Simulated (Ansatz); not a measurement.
SiO$_{2}$:
```cif
data_O4Si2
_chemical_formula_sum 'Si2 O4'
_space_group_name_H-M_alt 'P 1'
_space_group_IT_number 1
_cell_length_a 2.82133
_cell_length_b 2.82133
_cell_length_c 8.60539
_cell_angle_alpha 90.000
_cell_angle_beta 90.000
_cell_angle_gamma 90.000
loop_
_space_group_symop_operation_xyz
  'x, y, z'
loop_
_atom_site_label
_atom_site_type_symbol
_atom_site_fract_x
_atom_site_fract_y
_atom_site_fract_z
_atom_site_occupancy
Si1 Si 0.00000 0.00000 0.00000 1
Si2 Si 0.50000 0.50000 0.50000 1
O1 O 0.00000 0.50000 0.09925 1
O2 O 0.00000 0.50000 0.59925 1
O3 O 0.50000 0.00000 0.40075 1
O4 O 0.50000 0.00000 0.90075 1
```

Relaxed with PBEsol.

Problem. Give the optical modes at the zone centre with their infrared activity from DFPT, PBEsol (plane waves, PAW; program Ansatz).

Solution. Transverse frequencies, without the LO–TO term; a row sums one degenerate level.

```
ω (cm⁻¹)  degeneracy  IR ((D/Å)²/amu)     activity  symmetry
--------  ----------  ---------------  -----------  --------
48                 1             0.00  IR-inactive       B1g
50                 2             0.00  IR-inactive        Eg
377                2            18.53           IR        Eu
379                2             0.00  IR-inactive        Eg
599                1             0.00  IR-inactive       B2u
603                1             0.00  IR-inactive       A1g
824                1            11.70           IR       A2u
904                2            70.57           IR        Eu
906                2             0.00  IR-inactive        Eg
914                1             0.00  IR-inactive       B1g
```

Problem. How high does the top mode go among those that the LO–TO term moves?

Solution. 1112 cm⁻¹ for q along x, 1112 cm⁻¹ for q along y, 914 cm⁻¹ for q along z.

Space group P4_2/nmc. The cell is a constructed one: a structure type filled with these elements; neither database checked (COD, Materials Project) lists it. It is not the phase usual at ambient conditions (space group No. 92, 152, 154). The PBEsol relaxation kept the symmetry of its start; whether a distortion lowers the energy is not shown.

Potentials: the earlier of the program's two PAW sets. The files were generated under PBE; for other functionals the program regenerates the frozen cores, and for LDA and PBEsol the local potential too.
